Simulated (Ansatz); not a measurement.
A relaxation computed with Ansatz, from input to last step.

```yaml
crystal:
  lattice:
    - [5.7239133076, 0.0, 0.0]
    - [-2.8619566538, 4.9570543334, 0.0]
    - [0.0, 0.0, 4.6181573277]
  atoms:
    - { symbol: Ta, position: [0.5, 0.0, 0.0] }
    - { symbol: Ta, position: [0.5, 0.5, 0.0] }
    - { symbol: Ta, position: [0.0, 0.5, 0.0] }
    - { symbol: Tl, position: [0.0, 0.0, 0.0] }
    - { symbol: Tl, position: [0.3333333333, 0.6666666667, 0.5] }
    - { symbol: Tl, position: [0.6666666667, 0.3333333333, 0.5] }
basis:
  ecutwfc: 420
kpoints:
  mp_grid: { grid: [6, 6, 4] }
hamiltonian:
  xc: pbe
scf:
  occupations: { method: gaussian, width: 0.1 }
  lower_state_search: "off"
output:
  forces: true
  stress: true
  eigenvalues: true
relax:
  adjacent_minimum: "off"
  f_tol: 0.04
  max_steps: 70
  cell: { stress_tol: 0.4 }
```

```bash
ansatz run input.yaml --threads 1 --pin off --max-ram 2560MiB --backend cpu --events-out ev --progress --plain --runs-dir out
```

The calculation used DFT PBE, scalar-relativistic, plane waves, PAW in Ansatz.

Of 5 frames 5 are shown, positions in Å and forces in eV/Å; the SCF threshold varies from step to step. Steps run on the plane waves of an earlier cell, with a Pulay correction in the pressure. The basis is chosen afresh for the last frame, the zero of the energies, and at times for earlier ones too; energy and pressure step there, also at an unchanged geometry.

```xyz
6
Lattice="5.7239 0.0000 0.0000 -2.8620 4.9571 0.0000 0.0000 0.0000 4.6182" Properties=species:S:1:pos:R:3:forces:R:3 pbc="T T T" step=1 free_energy_over_end_meV_per_atom=144.21 pressure_GPa=14.19
Ta    2.8620    0.0000    0.0000    0.0000    0.0000    0.0000
Ta    1.4310    2.4785    0.0000    0.0000    0.0000    0.0000
Ta   -1.4310    2.4785    0.0000    0.0000    0.0000    0.0000
Tl    0.0000    0.0000    0.0000    0.0000    0.0000    0.0000
Tl    0.0000    3.3047    2.3091    0.0000    0.0000    0.0000
Tl    2.8620    1.6524    2.3091    0.0000    0.0000    0.0000
6
Lattice="5.8446 0.0000 0.0000 -2.9223 5.0616 0.0000 0.0000 0.0000 4.8446" Properties=species:S:1:pos:R:3:forces:R:3 pbc="T T T" step=2 free_energy_over_end_meV_per_atom=24.87 pressure_GPa=1.85
Ta    2.9223    0.0000    0.0000    0.0000    0.0000    0.0000
Ta    1.4611    2.5308    0.0000    0.0000    0.0000    0.0000
Ta   -1.4611    2.5308    0.0000    0.0000    0.0000    0.0000
Tl    0.0000    0.0000    0.0000    0.0000    0.0000    0.0000
Tl    0.0000    3.3744    2.4223    0.0000    0.0000    0.0000
Tl    2.9223    1.6872    2.4223    0.0000    0.0000    0.0000
6
Lattice="5.7977 0.0000 0.0000 -2.8988 5.0209 0.0000 0.0000 0.0000 4.9967" Properties=species:S:1:pos:R:3:forces:R:3 pbc="T T T" step=3 free_energy_over_end_meV_per_atom=3.51 pressure_GPa=0.70
Ta    2.8988    0.0000    0.0000    0.0000    0.0000    0.0000
Ta    1.4494    2.5105    0.0000    0.0000    0.0000    0.0000
Ta   -1.4494    2.5105    0.0000    0.0000    0.0000    0.0000
Tl    0.0000    0.0000    0.0000    0.0000    0.0000    0.0000
Tl    0.0000    3.3473    2.4983    0.0000    0.0000    0.0000
Tl    2.8988    1.6736    2.4983    0.0000    0.0000    0.0000
6
Lattice="5.7833 0.0000 0.0000 -2.8917 5.0085 0.0000 0.0000 0.0000 5.0763" Properties=species:S:1:pos:R:3:forces:R:3 pbc="T T T" step=4 free_energy_over_end_meV_per_atom=1.20 pressure_GPa=-0.09
Ta    2.8917    0.0000    0.0000    0.0000    0.0000    0.0000
Ta    1.4458    2.5042    0.0000    0.0000    0.0000    0.0000
Ta   -1.4458    2.5042    0.0000    0.0000    0.0000    0.0000
Tl    0.0000    0.0000    0.0000    0.0000    0.0000    0.0000
Tl    0.0000    3.3390    2.5382    0.0000    0.0000    0.0000
Tl    2.8917    1.6695    2.5382    0.0000    0.0000    0.0000
6
Lattice="5.7833 0.0000 0.0000 -2.8917 5.0085 0.0000 0.0000 0.0000 5.0763" Properties=species:S:1:pos:R:3:forces:R:3 pbc="T T T" step=5 free_energy_over_end_meV_per_atom=0.00 pressure_GPa=-0.07
Ta    2.8917    0.0000    0.0000    0.0000    0.0000    0.0000
Ta    1.4458    2.5042    0.0000    0.0000    0.0000    0.0000
Ta   -1.4458    2.5042    0.0000    0.0000    0.0000    0.0000
Tl    0.0000    0.0000    0.0000    0.0000    0.0000    0.0000
Tl    0.0000    3.3390    2.5382    0.0000    0.0000    0.0000
Tl    2.8917    1.6695    2.5382    0.0000    0.0000    0.0000
```

The start puts this composition into another compound's structure type, which needn't suit it. At the end the space group is P6/mmm (tolerance 0.05 Å).

The run took 59 s on 1 thread of Intel(R) Xeon(R) Platinum 8259CL CPU @ 2.50GHz (Skylake/Cascade Lake), on a shared host, peak memory 0.51 GiB.

The k mesh is coarse. Spin–orbit coupling is left out, which can shift energies with elements as heavy as these.